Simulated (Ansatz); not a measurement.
A geometry of Al2Cu away from equilibrium: the start of the relaxation of a randomly generated symmetric cell of Al2Cu (space group No. 118). Level of theory: PBE (plane waves to 420 eV, PAW, scalar-relativistic; Ansatz, an electronic-structure program). Γ-centred k-mesh 8×8×5 on the run's cell (coarser than for final values), Fermi–Dirac smearing 0.05 eV.

```xyz
6
Lattice="3.9731 0.0000 0.0000 0.0000 3.9731 0.0000 0.0000 0.0000 6.3276" Properties=species:S:1:pos:R:3 pbc="T T T"
Al     3.0323     1.0457     1.5819
Al     0.9408     2.9273     1.5819
Al     1.0457     0.9408     4.7457
Al     2.9273     3.0323     4.7457
Cu     0.0000     0.0000     3.1638
Cu     1.9865     1.9865     0.0000
```

Task: Give the Cartesian forces on all atoms (eV/Å).

Result: 
```
atom     Fx     Fy    Fz
----  -----  -----  ----
Al1   -0.18  -0.18  0.00
Al2    0.18   0.18  0.00
Al3   -0.18   0.18  0.00
Al4    0.18  -0.18  0.00
Cu5    0.00   0.00  0.00
Cu6    0.00   0.00  0.00
```

Task: What is the pressure?

Result: +23.4 GPa, compression positive.

Task: How far above the relaxed end point is this geometry?

Result: 0.37 eV/atom; the path ends in P4₂/nnm (No. 134).

No spin polarisation in the result.

The run could not lose the symmetry of its start: the end is stationary, and may be a saddle point rather than a minimum.

The end of the path is a generated cell of Al2Cu: the first start was made by a random draw of sites in a space group, and the end was not matched to a known phase here, so it may be hypothetical. Known forms of Al2Cu include space group No. 140.
